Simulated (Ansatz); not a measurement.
Below is a relaxed structure of B3Sb2P. The cell was found from a structure generator's guess, not taken from experiment.

Theory: DFT PBE, scalar-relativistic, plane waves, PAW in Ansatz. Cutoff 420 eV, Γ-centred mesh, Gaussian smearing, no spin polarisation.

```cif
data_structure
_symmetry_space_group_name_H-M 'P 1'
_symmetry_Int_Tables_number 1
_cell_length_a 5.2416
_cell_length_b 5.2416
_cell_length_c 4.6947
_cell_angle_alpha 90.000
_cell_angle_beta 90.000
_cell_angle_gamma 90.000
_cell_volume 128.98
loop_
_atom_site_label
_atom_site_type_symbol
_atom_site_fract_x
_atom_site_fract_y
_atom_site_fract_z
_atom_site_occupancy
B1 B 0.50000 0.50000 0.00000 1
B2 B 0.50000 0.50000 0.66767 1
B3 B 0.50000 0.50000 0.33233 1
Sb1 Sb 0.00000 0.50000 0.50000 1
Sb2 Sb 0.50000 0.00000 0.50000 1
P1 P 0.00000 0.00000 0.50000 1
```

Formation energies are uncorrected and refer to the elements' standard structures at the same level. The references include black phosphorus.

(1) What space group does it have?

(2) How far does it lie from the elements in energy?

(3) Is it a metal?

## Answers

(1) P4/mmm (No. 123). Conventional cell: a = 5.242 Å, c = 4.695 Å. Around B on a site of symmetry 4/mmm lie 2 B at 1.56 Å; around B on a site of symmetry 4mm lie 2 B at 1.56–1.57 Å and 4 Sb at 2.74 Å; Sb has 2 P at 2.62 Å and 4 B at 2.74 Å; around P lie 4 Sb at 2.62 Å.

(2) +0.74 eV/atom. A positive value: parting into the elements would lower its energy.

(3) Yes, bands cross the Fermi level on the 8×8×8 mesh.

The last run used an 8×8×8 mesh for its 6-atom cell and Gaussian smearing of 0.10 eV. Spin–orbit coupling, which can matter for Sb, is left out. The reference form of P is held partly by dispersion forces, which this level lacks. A structure relaxed within its symmetry needn't be a true minimum. Another cell of B3Sb2P relaxed alike, in P-6m2, lies 0.33 eV/atom lower, so this cell isn't the stable form at this level.
